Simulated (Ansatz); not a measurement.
Cd, DFT, PBEsol, all-electron LAPW, scalar-relativistic (Ansatz 0.2.0), run on 1 thread of Arm Neoverse V2 on a shared host.

The cell is COD entry 9008490, as deposited and not checked against the literature; nothing was relaxed. The listed cell was then made from it by scaling, straining or moving an atom.

Command: `ansatz run input.yaml --threads 1 --pin off --max-ram 3072MiB --backend cpu --events-out ev --progress --plain --runs-dir out`

```yaml
crystal:
  lattice:
    - [2.9788725081, 0.0, 0.0]
    - [-1.489436254, 2.5797792666, 0.0]
    - [0.0, 0.0, 5.5614735]
  atoms:
    - { symbol: Cd, position: [0.3333333333, 0.6666666667, 0.25] }
    - { symbol: Cd, position: [0.6666666667, 0.3333333333, 0.75] }
kpoints:
  mp_grid: { grid: [16, 16, 7] }
  band_path:
    path:
      - [0.0, 0.0, 0.0]
      - [0.5, 0.0, 0.0]
      - [0.3333333333, 0.3333333333, 0.0]
      - [0.0, 0.0, 0.0]
      - [0.0, 0.0, 0.5]
      - [0.5, 0.0, 0.5]
      - [0.3333333333, 0.3333333333, 0.5]
      - [0.0, 0.0, 0.5]
      - [0.5, 0.0, 0.5]
    npoints: 5
scf:
  occupations: { method: fermi_dirac, width: 0.05 }
hamiltonian:
  xc: pbesol
  pseudopotentials: { kind: all_electron, lapw: { basis_error: 0.001 } }
output:
  forces: true
  stress: true
  eigenvalues: true
```

Problem. How large is the problem that the program sets up?

Solution. 120 irreducible k-points, 337 plane waves at Γ, 24 bands.

Problem. About how long does it take, and how much memory does it use?

Solution. 29 s of wall time for 8 SCF iterations, with a peak of 0.43 GiB. Times on shared machines scatter by tens of per cent.
